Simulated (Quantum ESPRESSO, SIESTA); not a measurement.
Given: the input of a run of Quantum ESPRESSO 7.5 on CsLiCr2Te2S3. Atoms were shifted at random by some hundredths of an Å from the given cell, which wasn't relaxed again for these runs. The cell comes from a database or a generator and needn't be the stable form of this composition.

The input pw.in:

```
&CONTROL
  calculation = 'scf'
  prefix = 'pwscf'
  outdir = './tmp'
  pseudo_dir = './pseudo'
  tprnfor = .true.
  tstress = .true.
  disk_io = 'nowf'
/
&SYSTEM
  ibrav = 0
  nat = 9
  ntyp = 5
  ecutwfc = 55
  ecutrho = 440
  nbnd = 49
  occupations = 'smearing'
  smearing = 'fd'
  degauss = 0.00367493
  nspin = 2
  starting_magnetization(1) = 0
  starting_magnetization(2) = 0
  starting_magnetization(3) = 0.2143
  starting_magnetization(4) = 0
  starting_magnetization(5) = 0
/
&ELECTRONS
  conv_thr = 1.8d-09
  electron_maxstep = 120
  mixing_beta = 0.3
/
ATOMIC_SPECIES
Cs   132.9055 Cs_pbe_v1.uspp.F.UPF
Li     6.9400 li_pbe_v1.4.uspp.F.UPF
Cr    51.9961 cr_pbe_v1.5.uspp.F.UPF
Te   127.6000 Te_pbe_v1.uspp.F.UPF
S     32.0600 s_pbe_v1.4.uspp.F.UPF
CELL_PARAMETERS angstrom
   3.3192900000    1.9163900000    6.8798200000
  -3.3192900000    1.9163900000    6.8798200000
   0.0000000000   -3.8327900000    6.8798200000
ATOMIC_POSITIONS crystal
Cs    -0.0075540000    0.0059140000   -0.0020140000
Li     0.4965110000    0.5089930000    0.5001030000
Cr     0.8032600000    0.7947270000    0.8022100000
Cr     0.2041840000    0.1983240000    0.2006480000
Te     0.6736050000    0.6777590000    0.6820130000
Te     0.3184100000    0.3244110000    0.3228560000
S      0.1287060000    0.8613140000    0.5060690000
S      0.5051880000    0.1365310000    0.8584970000
S      0.8604450000    0.5066780000    0.1316860000
K_POINTS automatic
5 5 5 0 0 0
```

Potentials or basis: SSSP 1.3 efficiency PBE.

Run with:

```sh
$ OMP_NUM_THREADS=1 mpirun -n 4 pw.x -nk 2 -in pw.in > pw.out
```

What does the same run look like in SIESTA 5.4.2? Potentials or basis there: files PseudoDojo sr-pbe-0.4.1-standard, DZP (energy shift 0.003 Ry; two zetas on semicore shells; d shell added on Cs).

As run (cutoffs and basis follow the program's own potentials, and thresholds, step limits or extra output files can differ):

Contents of CsLiCr2Te2S3.fdf:

```
SystemName                      CsLiCr2Te2S3
SystemLabel                     CsLiCr2Te2S3
NumberOfSpecies                 5
NumberOfAtoms                   9
%block ChemicalSpeciesLabel
  1  55 Cs
  2   3 Li
  3  24 Cr
  4  52 Te
  5  16 S
%endblock ChemicalSpeciesLabel

LatticeConstant                 1.0 Ang
%block LatticeVectors
     3.3192900000     1.9163900000     6.8798200000
    -3.3192900000     1.9163900000     6.8798200000
     0.0000000000    -3.8327900000     6.8798200000
%endblock LatticeVectors
AtomicCoordinatesFormat         Fractional
%block AtomicCoordinatesAndAtomicSpecies
    -0.0075540000     0.0059140000    -0.0020140000  1  Cs
     0.4965110000     0.5089930000     0.5001030000  2  Li
     0.8032600000     0.7947270000     0.8022100000  3  Cr
     0.2041840000     0.1983240000     0.2006480000  3  Cr
     0.6736050000     0.6777590000     0.6820130000  4  Te
     0.3184100000     0.3244110000     0.3228560000  4  Te
     0.1287060000     0.8613140000     0.5060690000  5  S
     0.5051880000     0.1365310000     0.8584970000  5  S
     0.8604450000     0.5066780000     0.1316860000  5  S
%endblock AtomicCoordinatesAndAtomicSpecies

%block kgrid.MonkhorstPack
    5   0   0  0.0
    0   5   0  0.0
    0   0   5  0.0
%endblock kgrid.MonkhorstPack
XC.Functional                   GGA
XC.Authors                      PBE
PAO.BasisSize                   DZP
PAO.EnergyShift                 0.003 Ry
Mesh.Cutoff                     800 Ry
Spin                            polarized
%block DM.InitSpin
    1   0.000
    2   0.000
    3   3.000
    4   3.000
    5   0.000
    6   0.000
    7   0.000
    8   0.000
    9   0.000
%endblock DM.InitSpin
OccupationFunction              FD
ElectronicTemperature           0.05 eV
MaxSCFIterations                200
SCF.MustConverge                false
SCF.Mixer.Method                Pulay
SCF.Mixer.Weight                0.1
SCF.Mixer.History               10
SCF.DM.Tolerance                5.0e-05
SCF.H.Tolerance                 1.0e-03 eV
WriteForces                     true
Charge.Mulliken                 end
%block PAO.PolarizationScheme
  Li non-perturbative
%endblock PAO.PolarizationScheme
%block PAO.Basis
  Cs 5
  n=5 0 2
    4.696 0.000
  n=6 0 2
    9.500 0.000
  n=5 1 2
    5.738 0.000
  n=6 1 1
    9.500
  n=5 2 1
    7.000
  Li 3
  n=1 0 2
    2.782 0.000
  n=2 0 2
    9.500 0.000
  n=2 1 1
    9.500
  Cr 5
  n=3 0 2
    2.885 0.000
  n=4 0 2
    8.703 0.000
  n=3 1 2
    3.267 0.000
  n=4 1 1
    8.703
  n=3 2 2
    6.381 0.000
  Te 4
  n=5 0 2
    5.635 0.000
  n=5 1 2
    7.297 0.000
  n=4 2 2
    3.260 0.000
  n=5 2 1
    7.297
%endblock PAO.Basis
Diag.ParallelOverK              true
```

Potentials or basis: PseudoDojo 0.4 standard (PBE files), converted to PSML, two zetas on semicore shells, DZP (energy shift 0.003 Ry; two zetas on semicore shells; d shell added on Cs).

Launch:

```console
$ mpirun -n 4 siesta CsLiCr2Te2S3.fdf > CsLiCr2Te2S3.out 2>&1
```

Both were run:

|  | Quantum ESPRESSO | SIESTA |
| --- | --- | --- |
| Pressure | -0.1 GPa | 0.2 GPa |
| Largest force | 1.063 eV/Å | 0.959 eV/Å |
| Net moment | 4.01 μB per cell | 4.02 μB per cell |
| Energy over the undisturbed cell | 8.0 meV/atom | 5.3 meV/atom |

The potentials hold 70 and 90 valence electrons a cell.

The magnetic state is the one that the start led to; the real crystal's order can differ.

The two runs disagree by more than potentials and bases usually give (in gap, levels, pressure or energy); the cause wasn't traced.

Pressure is positive in compression.
